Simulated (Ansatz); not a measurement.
Data:

Au:
Space group Fm-3m (No. 225); a = b = c = 4.124 Å, α = β = γ = 90.00°

| atom | site | symmetry | x | y | z |
|---|---|---|---|---|---|
| Au | 4a | m-3m | 0.0000 | 0.0000 | 0.0000 |
(The calculation used a cell of 1 atom; values per cell refer to that cell.)

This is the r²SCAN-relaxed structure.

Problem. All from r²SCAN (plane waves, PAW; program Ansatz), unless another level is named. Give the bulk modulus (Birch–Murnaghan fit).

Solution. 153 GPa.

Problem. What about the elastic constants (relaxed ions, GPa)?

Solution. C11 = 168, C12 = 147, C44 = 25.1.

The cell was relaxed with r²SCAN under the symmetry of its start. As this level gives no gap, shear constants depend on the k-mesh and smearing (Fermi–Dirac, 0.1 eV here). Scalar-relativistic: spin–orbit coupling is off unless named, which matters more the heavier the elements.

Potentials: the later of the program's two PAW sets.
